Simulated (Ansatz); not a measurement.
# The polar optical mode of GaN at 40 GPa, worked through

Level of theory: DFT LDA, scalar-relativistic, plane waves, PAW (Ansatz 0.2.0). Plane waves to 420 eV; Γ-centred k mesh 10×10×10; fixed occupations. No spin polarisation. Phonons by linear response, acoustic sum rule imposed.

The cell, relaxed at 40 GPa:
```xyz
2
Lattice="0.0000 2.1228 2.1228 2.1228 0.0000 2.1228 2.1228 2.1228 0.0000" Properties=species:S:1:pos:R:3 pbc="T T T"
Ga    0.0000    0.0000    0.0000
N     3.1842    3.1842    3.1842
```

Other phases may be more stable at this pressure.

Linear response gives ν_TO = 682.3 cm⁻¹, Born charges ±2.562 e (positive on Ga) and ε∞ = 5.197. The primitive cell holds 19.133 Å³, and the masses are 69.723 and 14.007 amu.

Question: Find ν_LO and the static dielectric constant.

Answer: The long-wave field adds a restoring force: ω_LO² − ω_TO² = Z*²e²/(ε_vac ε∞ μV). In these units ν_LO² − ν_TO² = 4.92064×10⁷ Z*²/(μ V ε∞) cm⁻², with μ = m₁m₂/(m₁ + m₂) = 11.664 amu: 278563 cm⁻². So ν_LO = √(682.3² + 278563) = 862.6 cm⁻¹, and the run gives 862.6. Lyddane–Sachs–Teller then gives ε0 = ε∞ (ν_LO/ν_TO)² = 8.31, against 8.31 in the run (it forms both from the same three quantities, so the match checks the arithmetic only). Between ν_TO and ν_LO the dielectric function is negative and an undamped crystal reflects fully: a reststrahlen band from 11.6 to 14.7 μm.

Question: What do the Clausius–Mossotti polarisability and the Szigeti charge come to?

Answer: With the Lorentz local field, α = (3V/4π)(ε∞ − 1)/(ε∞ + 2) = 2.66 Å³ for the pair, and e_S = 3Z*/(ε∞ + 2) = 1.07 e. The Born charge includes the electrons' response to the dipole's own local field, and e_S takes that enhancement out. The Lorentz field assumes point-like polarisable ions, a poor picture once ε∞ is this large, since the electron clouds then overlap or are shared, so both numbers are formal here.

Question: How strongly does a slow electron couple to the LO mode?

Answer: For one isotropic parabolic band, Fröhlich's constant is α_F = (1/ε∞ − 1/ε0) √(m* Ry/ħω_LO), with Ry = 13.606 eV, ħω_LO = 107.0 meV and m* in free-electron masses: α_F = 0.0720 × 11.28 × √m* = 0.81 √m*. The band mass isn't part of this run; for m* = 0.1, 0.3 and 1 it gives 0.26, 0.44, 0.81. In weak coupling the polaron lies α_F ħω_LO below the band edge (48 meV at m* = 0.3) with a mass m*(1 + α_F/6); past α_F of about 5 or 6 that expansion fails. A semilocal functional's ε∞ tends to be too large, which taken alone lowers α_F.

This zinc-blende form isn't the usual stable structure of the compound at low pressure.

Cost: 1 run of about 0.5 core-minutes, on Intel Xeon 6975P-C (Granite Rapids) (shared hosts).